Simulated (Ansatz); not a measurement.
MoNaS₂:
```
CELL_PARAMETERS angstrom
      3.31955     0.00000     0.00000
     -1.65978     2.87482     0.00000
      0.00000     0.00000    14.42355
ATOMIC_POSITIONS crystal
  S  0.66667 0.33333 0.64321
  Mo 0.33333 0.66667 0.75000
  S  0.66667 0.33333 0.85679
  Na 0.00000 0.00000 0.00000
  S  0.33333 0.66667 0.14321
  Mo 0.66667 0.33333 0.25000
  S  0.33333 0.66667 0.35679
  Na 0.00000 0.00000 0.50000
```

Relaxed with r²SCAN+D4. Special points in fractions of this cell's reciprocal vectors: Γ (0.000, 0.000, 0.000); M (0.500, 0.000, 0.000); K (0.333, 0.333, 0.000); A (0.000, 0.000, 0.500); L (0.500, 0.000, 0.500); H (0.333, 0.333, 0.500).

### Question
List the band energies nearest the Fermi level at these points for plane-wave PAW r²SCAN+D4 (Ansatz code).

### Answer
In eV from the Fermi level; about four levels below and three above (degenerate sets whole), none deeper than 8.9 eV; points with the same levels are listed once.

| k | below | above |
|---|---|---|
| Γ | -3.74 -3.74 -2.44 -1.67 | 0.52 0.52 0.55 0.55 |
| M | -3.67 -3.65 -2.71 -2.62 | 0.25 0.25 0.53 |
| K | -1.90 -1.86 -0.45 -0.45 | 0.70 1.12 1.24 1.24 |
| A | -3.75 -3.75 -3.75 -3.75 -1.96 -1.96 | 0.53 0.53 0.53 0.53 |
| L | -3.66 -3.66 -2.66 -2.66 | 0.25 0.25 0.59 0.59 |
| H | -1.88 -1.88 -0.45 -0.45 | 0.90 0.90 1.26 1.26 |

Space group P6_3/mmc. A made-up cell: these elements were put on the sites of a structure type; neither database checked (COD, Materials Project) lists it. Whether it is the stable phase at ambient conditions was not checked. The cell was relaxed with r²SCAN+D4 under the symmetry of its start; whether a distortion lowers the energy is not shown. No spin polarisation was allowed. Spin–orbit coupling is left out wherever it is not named.

Potentials: the later of the program's two PAW sets.
